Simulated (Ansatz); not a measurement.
GaAs:
```xyz
4
Lattice="3.9931 0.0000 0.0000 -1.9966 3.4582 0.0000 0.0000 0.0000 6.5844" Properties=species:S:1:pos:R:3 pbc="T T T"
Ga     0.0000     2.3054     0.0004
Ga     1.9966     1.1527     3.2926
As     0.0000     2.3054     2.4621
As     1.9966     1.1527     5.7543
```

Relaxed with r²SCAN. Special points in fractions of this cell's reciprocal vectors: Γ (0.000, 0.000, 0.000); M (0.500, 0.000, 0.000); K (0.333, 0.333, 0.000); A (0.000, 0.000, 0.500); L (0.500, 0.000, 0.500); H (0.333, 0.333, 0.500).

### Question
List the band energies nearest the valence-band maximum at these points for r²SCAN in the plane-wave PAW code Ansatz.

### Answer
In eV from the valence-band maximum; about four levels below and three above (degenerate sets whole), none deeper than 8.9 eV; points with the same levels are listed once.

```tsv
k	below	above
Γ	-1.29 -1.29 -0.19 0.00 0.00	0.98 1.09 3.79 3.79
M	-4.23 -2.82 -2.47 -1.27	1.62 2.69 4.09
K	-4.67 -3.15 -3.15 -2.91	2.48 5.13 5.13
A	-0.73 -0.73 -0.73 -0.73	1.83 1.83 4.64 4.64 4.64 4.64
L	-2.28 -2.28 -2.17 -2.17	1.59 1.59 3.27 3.27
H	-3.96 -3.96 -1.82 -1.82	2.41 2.41 5.08 5.08
```

Space group P6_3mc (wurtzite). The workflow started from a Materials Project entry (that database holds measured and hypothetical structures alike); the Crystallography Open Database copy checked does not list it. It is not the phase usual at ambient conditions (space group No. 216). The cell was relaxed with r²SCAN under the symmetry of its start; its stability against distortions is not shown here. Spin–orbit coupling is left out wherever it is not named.

Potentials: the earlier of the program's two PAW sets. The files were generated under PBE; for other functionals the program regenerates the frozen cores, and for LDA and PBEsol the local potential too.
